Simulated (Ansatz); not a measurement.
The elements of this relaxed trial crystal are hidden behind letters.

```
lattice vectors (Å)
   5.3875    0.0000    0.0000
   0.0000    5.3875    0.0000
   0.0000    0.0000    6.3772
fractional positions
X 0.5000 0.5000 0.0000
X 0.0000 0.0000 0.0000
Z 0.6896 0.8104 0.3012
Z 0.8104 0.3104 0.3012
Z 0.1896 0.3104 0.6988
Z 0.8104 0.6896 0.6988
Z 0.6896 0.1896 0.6988
Z 0.3104 0.8104 0.6988
Z 0.3104 0.1896 0.3012
Z 0.1896 0.6896 0.3012
```

These are results of DFT PBE, scalar-relativistic, plane waves, PAW (Ansatz), not measurements. The final run on the 10-atom cell used 420 eV, a Γ-centred 8×8×6 mesh, 0.10 eV smearing and no spin polarisation.

```
Space group                               : P4/nbm (No. 125)
Conventional cell                         : a = 5.388 Å, c = 6.377 Å
Volume per atom                           : 18.51 Å³
Density                                   : 5.18 g/cm³
Energy over the elements                  : +0.22 eV/atom
Gap on the 8×8×6 mesh of the 10-atom cell : 0 eV (a metal)
```

Energies are uncorrected and count from the elements' standard states at the same level.

Question: X is a d-block element of period 6 and Z is a p-block element of period 3. Which elements are they?

Answer: X = Ta, Z = Al, so the formula is TaAl4. Density times volume gives a mean mass of 5.18 × 18.51/1.6605 = 57.7 u per atom, and this set has 57.8 u. Among the elements that the hints allow, noble gases aside, only these give it. Ta is surrounded by 8 Al at 2.74 Å; Al has 6 Al at 2.70–2.89 Å, 2 Ta at 2.74 Å and 2 Al at 3.26 Å.

Spin–orbit coupling, which can matter for Ta, is left out. Symmetry constrained the relaxation, so the result can be a saddle point.
